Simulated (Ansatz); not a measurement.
Question: NbC2 (MoSi2 or CaC2 type, I4/mmm) is relaxed with PBEsol (plane waves, PAW; program Ansatz). What lattice parameters of the conventional cell result?

Answer: a = 3.157 Å, c = 5.861 Å.

Question: Give the free coordinates with the occupied sites.

Answer: In one choice of origin and axes:

| atom | site | symmetry | x | y | z |
|---|---|---|---|---|---|
| Nb | 2a | 4/mmm | 0.0000 | 0.0000 | 0.0000 |
| C | 4e | 4mm | 0.0000 | 0.0000 | 0.3834 |

Question: Is it a metal or does it have a gap at this level?

Answer: No gap at this level.

The start of the workflow was typed in or built on a structure type; neither database checked (COD, Materials Project) lists it. Its standing as an ambient phase is unchecked. The cell was relaxed with PBEsol under the symmetry of its start; its stability against distortions is not shown here. No spin polarisation was allowed. The volume moved by -30 % from the start of the relaxation. Its formation energy is positive at this level, so the cell may be metastable or incomplete. Spin–orbit coupling is left out wherever it is not named.

Potentials: the later of the program's two PAW sets.
